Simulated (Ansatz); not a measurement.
**Question.** FeBiO3 in space group R3c (No. 161; Fe on 6a, Bi on 6a, O on 18b) is relaxed with plane-wave PAW PBE (Ansatz code). What lattice parameters of the conventional cell result?

**Answer.** a = 5.620 Å, c = 14.035 Å.

These are the values of the symmetrised cell.

**Question.** Give the free coordinates with the occupied sites.

**Answer.** In one choice of origin and axes:

```
atom  site  symmetry       x       y       z
----  ----  --------  ------  ------  ------
Fe      6a        3.  0.0000  0.0000  0.2227
Bi      6a        3.  0.0000  0.0000  0.0000
O      18b         1  0.3174  0.2312  0.1181
```

**Question.** Is it a metal or does it have a gap at this level?

**Answer.** A gap of 1.07 eV.

Symmetry was held in the PBE relaxation, as lowered by the spin order. Spin order of the final state: antiferromagnetic, chosen from 4 collinear starts compared on coarse meshes (ties went to the first, and starts can fall back to one state), not a proven ground state. Textbook magnetic order: antiferromagnetic. No Hubbard U is applied. Spin–orbit coupling is left out wherever it is not named.

Potentials: the earlier of the program's two PAW sets.
